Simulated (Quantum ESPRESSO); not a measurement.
**Band energies of Si2N2O**

```
CELL_PARAMETERS angstrom
      4.44485    -2.75205     0.00000
      4.44485     2.75205     0.00000
      0.00000     0.00000     4.85861
ATOMIC_POSITIONS crystal
  N  0.09564 0.34288 0.61502
  N  0.90436 0.65712 0.11502
  N  0.65712 0.90436 0.61502
  N  0.34288 0.09564 0.11502
  O  0.79128 0.20872 0.22129
  O  0.20872 0.79128 0.72129
  Si 0.02668 0.32758 0.27070
  Si 0.97332 0.67242 0.77070
  Si 0.67242 0.97332 0.27070
  Si 0.32758 0.02668 0.77070
```

PBEsol (Quantum ESPRESSO, PseudoDojo norm-conserving, 84 Ry, without SOC); path ΓXSRAZΓYX1A1TY,ZT; energies in eV from the valence-band maximum.

```
k (1/Å)  point  band 20  band 21  band 22  band 23  band 24  band 25  band 26  band 27
-------  -----  -------  -------  -------  -------  -------  -------  -------  -------
0.00         Γ    -1.75    -1.74    -1.11    -0.84     0.00     5.02     6.41     6.44
0.39              -1.92    -1.90    -1.22    -0.98    -0.21     5.95     6.50     6.99
0.79         X    -2.24    -2.14    -1.13    -0.70    -0.57     6.47     6.83     7.19
1.21         S    -2.33    -1.88    -1.34    -0.72    -0.44     6.77     6.83     7.00
1.64              -2.25    -1.83    -1.27    -0.78    -0.59     6.34     6.46     6.79
1.85         R    -2.39    -1.50    -1.50    -0.72    -0.72     6.82     6.82     6.90
2.27         A    -2.28    -1.34    -1.34    -1.06    -1.06     6.55     6.55     7.01
2.66              -2.22    -1.46    -1.46    -0.61    -0.61     6.43     6.43     6.46
3.06         Z    -1.97    -1.50    -1.50    -0.23    -0.23     5.76     5.76     6.36
3.49              -2.03    -1.78    -1.17    -0.74    -0.03     5.36     6.40     6.79
3.70         Γ    -1.75    -1.74    -1.11    -0.84     0.00     5.02     6.41     6.44
3.88              -1.81    -1.80    -1.08    -0.76    -0.05     5.27     6.02     6.82
4.41         Y    -2.43    -2.24    -0.98    -0.50    -0.28     6.30     6.57     7.03
4.76        X1    -2.24    -2.14    -1.13    -0.70    -0.57     6.47     6.83     7.19
5.09              -2.28    -1.87    -1.17    -0.84    -0.73     6.34     6.44     6.93
5.41        A1    -2.28    -1.34    -1.34    -1.06    -1.06     6.55     6.55     7.01
5.76         T    -2.36    -1.61    -1.61    -0.66    -0.66     6.00     6.00     6.93
6.15              -2.47    -2.12    -1.06    -0.55    -0.46     6.47     6.66     6.80
6.41         Y    -2.43    -2.24    -0.98    -0.50    -0.28     6.30     6.57     7.03
6.41         Z    -1.97    -1.50    -1.50    -0.23    -0.23     5.76     5.76     6.36
6.53              -2.00    -1.54    -1.54    -0.24    -0.24     5.75     5.75     6.44
6.76              -2.20    -1.71    -1.71    -0.38    -0.38     5.83     5.83     6.80
7.11         T    -2.36    -1.61    -1.61    -0.66    -0.66     6.00     6.00     6.93
```

The PBEsol gap is direct, 5.02 eV at Γ.

Geometry of the Materials Project entry, not relaxed at this level.

Letters of k points follow the standard setting of the lattice, whose axes may be ordered differently from the printed cell.
